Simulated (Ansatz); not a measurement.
**TiSbO₃ in Ansatz, relaxation**

Run with:

```bash
ansatz run input.yaml --threads 2 --pin off --max-ram 3584MiB --backend cpu --events-out ev --progress --plain --runs-dir out
```

Input:

```yaml
crystal:
  lattice:
    - [2.38616056, -1.75923254, -4.38398934]
    - [0.0, 2.96456568, -4.38398934]
    - [3.48268755, 1.75923254, 4.38398934]
  atoms:
    - { symbol: Sb, position: [0.342, 0.342, 0.026] }
    - { symbol: Sb, position: [0.658, 0.658, 0.974] }
    - { symbol: Ti, position: [0.156, 0.156, 0.468] }
    - { symbol: Ti, position: [0.844, 0.844, 0.532] }
    - { symbol: O, position: [0.54, 0.97, 0.77] }
    - { symbol: O, position: [0.26, 0.54, 0.77] }
    - { symbol: O, position: [0.97, 0.26, 0.77] }
    - { symbol: O, position: [0.46, 0.03, 0.23] }
    - { symbol: O, position: [0.74, 0.46, 0.23] }
    - { symbol: O, position: [0.03, 0.74, 0.23] }
  symmetry: { tolerance: 0.0003 }
kpoints:
  mp_grid: { grid: [4, 4, 4], shift: [0, 0, 0] }
magnetization:
  spin_polarized: false
scf:
  occupations: { method: fermi_dirac }
  lower_state_search: "off"
hamiltonian:
  pseudopotentials: { kind: paw }
  xc: pbesol
  hubbard:
    projectors: all-electron-ortho-atomic
    sites: [{ species: Ti, l: d, u: 7.39, j: 0.63 }]
basis:
  ecutwfc: 420
  fft_grid_basis: typed
relax:
  max_steps: 80
  cell: { p_target: 0.0 }
output:
  forces: true
  stress: true
  eigenvalues: true
  bader: true
  populations: true
  elf: true
  write_potential: true
  volumetric_format: npy
  dos:
    e_range: [-12, 8]
    de: 0.05
    projected: { site_lists: { O: [O], Sb: [Sb], Ti: [Ti] } }
  write_density: true
checkpoint:
  read: saved_state
```

Origin of the cell: a known structure type with other elements, at an estimated volume, so it need not be a known compound.

The smearing width isn't typed, so it takes its default of 0.1 eV.

The saved state is a converged single point of the same cell.

Steps («new basis» is an SCF on plane waves selected anew at the same cell):

```json
{"step": "1", "ΔF (meV/atom)": "0.0", "max force component (eV/Å)": "2.648", "P (GPa)": "23.47", "volume (Å³)": "121.54", "SCF iterations": "9", "step was": "accepted"}
{"step": "2", "ΔF (meV/atom)": "-194.5", "max force component (eV/Å)": "1.769", "P (GPa)": "4.91", "volume (Å³)": "131.08", "SCF iterations": "14", "step was": "accepted"}
{"step": "3", "ΔF (meV/atom)": "-333.1", "max force component (eV/Å)": "1.004", "P (GPa)": "-10.02", "volume (Å³)": "137.12", "SCF iterations": "9", "step was": "accepted"}
{"step": "4", "ΔF (meV/atom)": "-387.6", "max force component (eV/Å)": "0.433", "P (GPa)": "-9.35", "volume (Å³)": "131.71", "SCF iterations": "8", "step was": "accepted"}
{"step": "5", "ΔF (meV/atom)": "-421.2", "max force component (eV/Å)": "0.616", "P (GPa)": "2.22", "volume (Å³)": "120.01", "SCF iterations": "7", "step was": "accepted"}
{"step": "6", "ΔF (meV/atom)": "-430.5", "max force component (eV/Å)": "0.320", "P (GPa)": "0.63", "volume (Å³)": "120.89", "SCF iterations": "6", "step was": "accepted"}
{"step": "7", "ΔF (meV/atom)": "-433.8", "max force component (eV/Å)": "0.199", "P (GPa)": "0.26", "volume (Å³)": "122.32", "SCF iterations": "6", "step was": "accepted"}
{"step": "8", "ΔF (meV/atom)": "-435.8", "max force component (eV/Å)": "0.141", "P (GPa)": "-0.27", "volume (Å³)": "121.55", "SCF iterations": "7", "step was": "accepted"}
{"step": "9", "ΔF (meV/atom)": "-436.8", "max force component (eV/Å)": "0.039", "P (GPa)": "0.01", "volume (Å³)": "121.65", "SCF iterations": "6", "step was": "accepted"}
{"step": "10", "ΔF (meV/atom)": "-436.9", "max force component (eV/Å)": "0.013", "P (GPa)": "0.04", "volume (Å³)": "121.61", "SCF iterations": "6", "step was": "accepted"}
{"step": "11", "ΔF (meV/atom)": "-436.9", "max force component (eV/Å)": "0.006", "P (GPa)": "-0.02", "volume (Å³)": "121.60", "SCF iterations": "6", "step was": "accepted"}
{"step": "12", "ΔF (meV/atom)": "-449.5", "max force component (eV/Å)": "0.005", "P (GPa)": "1.28", "volume (Å³)": "121.60", "SCF iterations": "7", "step was": "new basis"}
{"step": "13", "ΔF (meV/atom)": "-449.9", "max force component (eV/Å)": "0.028", "P (GPa)": "-0.51", "volume (Å³)": "122.77", "SCF iterations": "6", "step was": "accepted"}
{"step": "14", "ΔF (meV/atom)": "-450.3", "max force component (eV/Å)": "0.009", "P (GPa)": "0.14", "volume (Å³)": "122.12", "SCF iterations": "5", "step was": "accepted"}
{"step": "15", "ΔF (meV/atom)": "-450.2", "max force component (eV/Å)": "0.001", "P (GPa)": "0.00", "volume (Å³)": "122.30", "SCF iterations": "5", "step was": "accepted"}
{"step": "16", "ΔF (meV/atom)": "-450.5", "max force component (eV/Å)": "0.001", "P (GPa)": "0.01", "volume (Å³)": "122.30", "SCF iterations": "6", "step was": "new basis"}
{"step": "17", "ΔF (meV/atom)": "-450.5", "max force component (eV/Å)": "0.002", "P (GPa)": "0.00", "volume (Å³)": "122.28", "SCF iterations": "5", "step was": "accepted"}
{"step": "18", "ΔF (meV/atom)": "-450.5", "max force component (eV/Å)": "0.002", "P (GPa)": "0.00", "volume (Å³)": "122.28", "SCF iterations": "5", "step was": "new basis"}
```

Step 1, with forces in eV/Å:

```xyz
10
Lattice="2.386 -1.759 -4.384 0.000 2.965 -4.384 3.483 1.759 4.384" Properties=species:S:1:pos:R:3:forces:R:3 pbc="T T T" step=1
Sb    0.907    0.458   -2.885    2.648    1.337    0.904
Sb    4.962    2.507   -1.499   -2.648   -1.337   -0.904
Ti    2.002    1.011    0.684   -1.319   -0.666   -0.451
Ti    3.867    1.953   -5.068    1.319    0.666    0.451
O     3.970    3.280   -3.244   -0.746   -1.724   -1.339
O     3.302    2.498   -0.132   -1.959    0.518   -1.101
O     4.996    0.419   -2.017   -1.830   -1.085    0.891
O     1.899   -0.316   -1.140    0.746    1.724    1.339
O     2.567    0.466   -4.252    1.959   -0.518    1.101
O     0.873    2.546   -2.367    1.830    1.085   -0.891
```

Step 2, with forces in eV/Å:

```xyz
10
Lattice="2.502 -1.845 -4.597 0.000 3.109 -4.597 3.362 1.698 4.498" Properties=species:S:1:pos:R:3:forces:R:3 pbc="T T T" step=2
Sb    0.989    0.500   -3.012    1.306    0.660    0.446
Sb    4.875    2.462   -1.685   -1.306   -0.660   -0.446
Ti    1.901    0.960    0.649   -0.628   -0.317   -0.215
Ti    3.963    2.002   -5.346    0.628    0.317    0.215
O     3.897    3.329   -3.514   -0.813   -0.701   -1.441
O     3.188    2.492   -0.199   -1.769    0.294   -0.114
O     4.992    0.280   -2.210   -1.047   -1.426    0.315
O     1.966   -0.367   -1.182    0.813    0.701    1.441
O     2.676    0.470   -4.498    1.769   -0.294    0.114
O     0.872    2.682   -2.486    1.047    1.426   -0.315
```

Step 3, with forces in eV/Å:

```xyz
10
Lattice="2.619 -1.931 -4.811 0.000 3.253 -4.811 3.135 1.584 4.576" Properties=species:S:1:pos:R:3:forces:R:3 pbc="T T T" step=3
Sb    1.141    0.576   -3.116   -0.035   -0.018   -0.012
Sb    4.613    2.330   -1.930    0.035    0.018    0.012
Ti    1.726    0.872    0.589   -0.016   -0.008   -0.006
Ti    4.028    2.035   -5.635    0.016    0.008    0.006
O     3.749    3.396   -3.908   -0.310   -0.295   -0.980
O     2.942    2.488   -0.204   -1.004    0.356    0.091
O     4.958    0.000   -2.425   -0.421   -0.937    0.296
O     2.005   -0.489   -1.138    0.310    0.295    0.980
O     2.812    0.418   -4.841    1.004   -0.356   -0.091
O     0.796    2.906   -2.620    0.421    0.937   -0.296
```

Step 4, with forces in eV/Å:

```xyz
10
Lattice="2.636 -1.943 -4.843 0.000 3.275 -4.843 2.921 1.476 4.526" Properties=species:S:1:pos:R:3:forces:R:3 pbc="T T T" step=4
Sb    1.199    0.605   -3.119   -0.212   -0.107   -0.072
Sb    4.358    2.201   -2.040    0.212    0.107    0.072
Ti    1.607    0.812    0.549   -0.433   -0.219   -0.148
Ti    3.950    1.995   -5.708    0.433    0.219    0.148
O     3.609    3.341   -4.072   -0.038    0.027   -0.239
O     2.737    2.466   -0.225   -0.193    0.095    0.114
O     4.831   -0.161   -2.470   -0.001   -0.239    0.046
O     1.948   -0.534   -1.087    0.038   -0.027    0.239
O     2.820    0.341   -4.934    0.193   -0.095   -0.114
O     0.726    2.968   -2.688    0.001    0.239   -0.046
```

Step 5, with forces in eV/Å:

```xyz
10
Lattice="2.575 -1.899 -4.731 0.000 3.199 -4.731 2.768 1.398 4.393" Properties=species:S:1:pos:R:3:forces:R:3 pbc="T T T" step=5
Sb    1.238    0.625   -3.025   -0.300   -0.152   -0.103
Sb    4.106    2.074   -2.045    0.300    0.152    0.103
Ti    1.457    0.736    0.498   -0.616   -0.311   -0.210
Ti    3.887    1.964   -5.567    0.616    0.311    0.210
O     3.446    3.251   -4.037    0.527    0.099    0.362
O     2.579    2.380   -0.211    0.613    0.203   -0.043
O     4.661   -0.233   -2.444    0.392    0.472    0.204
O     1.898   -0.552   -1.033   -0.527   -0.099   -0.362
O     2.765    0.320   -4.859   -0.613   -0.203    0.043
O     0.682    2.932   -2.625   -0.392   -0.472   -0.204
```

Step 6, with forces in eV/Å:

```xyz
10
Lattice="2.569 -1.894 -4.720 0.000 3.192 -4.720 2.815 1.422 4.401" Properties=species:S:1:pos:R:3:forces:R:3 pbc="T T T" step=6
Sb    1.237    0.625   -3.017   -0.176   -0.089   -0.060
Sb    4.147    2.095   -2.022    0.176    0.089    0.060
Ti    1.458    0.737    0.498   -0.320   -0.162   -0.109
Ti    3.926    1.983   -5.537    0.320    0.162    0.109
O     3.505    3.271   -3.988    0.068   -0.122   -0.175
O     2.650    2.401   -0.199   -0.127    0.178   -0.048
O     4.713   -0.181   -2.418   -0.058   -0.115    0.183
O     1.879   -0.551   -1.051   -0.068    0.122    0.175
O     2.733    0.319   -4.840    0.127   -0.178    0.048
O     0.671    2.901   -2.621    0.058    0.115   -0.183
```

Step 8, with forces in eV/Å:

```xyz
10
Lattice="2.587 -1.907 -4.752 0.000 3.213 -4.752 2.779 1.404 4.412" Properties=species:S:1:pos:R:3:forces:R:3 pbc="T T T" step=8
Sb    1.212    0.612   -3.049   -0.114   -0.058   -0.039
Sb    4.154    2.098   -2.044    0.114    0.058    0.039
Ti    1.374    0.694    0.469   -0.081   -0.041   -0.028
Ti    3.992    2.016   -5.562    0.081    0.041    0.028
O     3.505    3.276   -4.063   -0.059    0.073    0.140
O     2.613    2.428   -0.199    0.091   -0.141    0.015
O     4.717   -0.231   -2.425    0.023    0.096   -0.136
O     1.861   -0.566   -1.029    0.059   -0.073   -0.140
O     2.752    0.282   -4.894   -0.091    0.141   -0.015
O     0.649    2.941   -2.668   -0.023   -0.096    0.136
```

Step 9, with forces in eV/Å:

```xyz
10
Lattice="2.583 -1.905 -4.746 0.000 3.210 -4.746 2.792 1.410 4.412" Properties=species:S:1:pos:R:3:forces:R:3 pbc="T T T" step=9
Sb    1.202    0.607   -3.048   -0.038   -0.019   -0.013
Sb    4.174    2.108   -2.033    0.038    0.019    0.013
Ti    1.362    0.688    0.465    0.008    0.004    0.003
Ti    4.013    2.027   -5.546   -0.008   -0.004   -0.003
O     3.502    3.277   -4.045    0.018    0.002    0.037
O     2.622    2.417   -0.199    0.039   -0.006   -0.012
O     4.716   -0.219   -2.429    0.012    0.039   -0.001
O     1.873   -0.562   -1.036   -0.018   -0.002   -0.037
O     2.753    0.298   -4.882   -0.039    0.006    0.012
O     0.660    2.934   -2.652   -0.012   -0.039    0.001
```

Step 12, with forces in eV/Å:

```xyz
10
Lattice="2.585 -1.906 -4.750 0.000 3.212 -4.750 2.784 1.406 4.412" Properties=species:S:1:pos:R:3:forces:R:3 pbc="T T T" step=12
Sb    1.201    0.607   -3.051    0.005    0.003    0.002
Sb    4.169    2.106   -2.037   -0.005   -0.003   -0.002
Ti    1.358    0.686    0.464   -0.001    0.000    0.000
Ti    4.012    2.026   -5.552    0.001    0.000    0.000
O     3.497    3.273   -4.046   -0.001   -0.001   -0.002
O     2.620    2.413   -0.205   -0.002    0.000   -0.001
O     4.710   -0.218   -2.434   -0.002   -0.001    0.000
O     1.872   -0.561   -1.042    0.001    0.001    0.002
O     2.750    0.299   -4.883    0.002    0.000    0.001
O     0.659    2.930   -2.654    0.002    0.001    0.000
```

Step 13, with forces in eV/Å:

```xyz
10
Lattice="2.603 -1.919 -4.782 0.000 3.234 -4.782 2.765 1.396 4.429" Properties=species:S:1:pos:R:3:forces:R:3 pbc="T T T" step=13
Sb    1.202    0.607   -3.074   -0.019   -0.010   -0.007
Sb    4.165    2.104   -2.062    0.019    0.010    0.007
Ti    1.345    0.680    0.460   -0.006   -0.003   -0.002
Ti    4.022    2.032   -5.595    0.006    0.003    0.002
O     3.491    3.284   -4.082    0.001   -0.028   -0.019
O     2.610    2.413   -0.214   -0.022    0.018   -0.019
O     4.715   -0.234   -2.463   -0.022   -0.012    0.024
O     1.876   -0.573   -1.053   -0.001    0.028    0.019
O     2.758    0.298   -4.921    0.022   -0.018    0.019
O     0.653    2.945   -2.673    0.022    0.012   -0.024
```

Step 14, with forces in eV/Å:

```xyz
10
Lattice="2.601 -1.918 -4.779 0.000 3.232 -4.779 2.750 1.389 4.422" Properties=species:S:1:pos:R:3:forces:R:3 pbc="T T T" step=14
Sb    1.203    0.608   -3.071    0.007    0.003    0.002
Sb    4.148    2.095   -2.065   -0.007   -0.003   -0.002
Ti    1.335    0.674    0.456    0.009    0.004    0.003
Ti    4.016    2.029   -5.592   -0.009   -0.004   -0.003
O     3.479    3.274   -4.081    0.001   -0.002    0.001
O     2.599    2.407   -0.221    0.001    0.000   -0.002
O     4.700   -0.236   -2.463   -0.001    0.002    0.001
O     1.872   -0.571   -1.056   -0.001    0.002   -0.001
O     2.752    0.297   -4.916   -0.001    0.000    0.002
O     0.651    2.939   -2.673    0.001   -0.002   -0.001
```

Step 18, with forces in eV/Å:

```xyz
10
Lattice="2.601 -1.918 -4.779 0.000 3.232 -4.779 2.755 1.391 4.423" Properties=species:S:1:pos:R:3:forces:R:3 pbc="T T T" step=18
Sb    1.203    0.608   -3.071   -0.001    0.000    0.000
Sb    4.153    2.098   -2.064    0.001    0.000    0.000
Ti    1.339    0.676    0.457    0.000    0.000    0.000
Ti    4.017    2.029   -5.593    0.000    0.000    0.000
O     3.483    3.276   -4.080   -0.002    0.000    0.000
O     2.602    2.409   -0.220   -0.001   -0.002    0.000
O     4.703   -0.235   -2.462   -0.001   -0.001   -0.002
O     1.873   -0.570   -1.055    0.002    0.000    0.000
O     2.754    0.297   -4.916    0.001    0.002    0.000
O     0.652    2.940   -2.673    0.001    0.001    0.002
```

```yaml
Free_energy_lowered_by: 450.5 meV/atom
Volume_change: 0.61 %
Final_pressure: 0.00 GPa
Relaxation_steps_listed: 18
```

Caveats: no moments, though an odd count or open d shells may carry them; no spin-orbit coupling, though heavy elements are present; the k mesh is coarse if the cell is a metal; the relaxation held the start's symmetry, so the end may be a saddle point.

It ran for 90 s on 2 threads of Intel(R) Xeon(R) 6975P-C (Granite Rapids), on a shared host, peak memory 0.59 GiB, from a saved density.
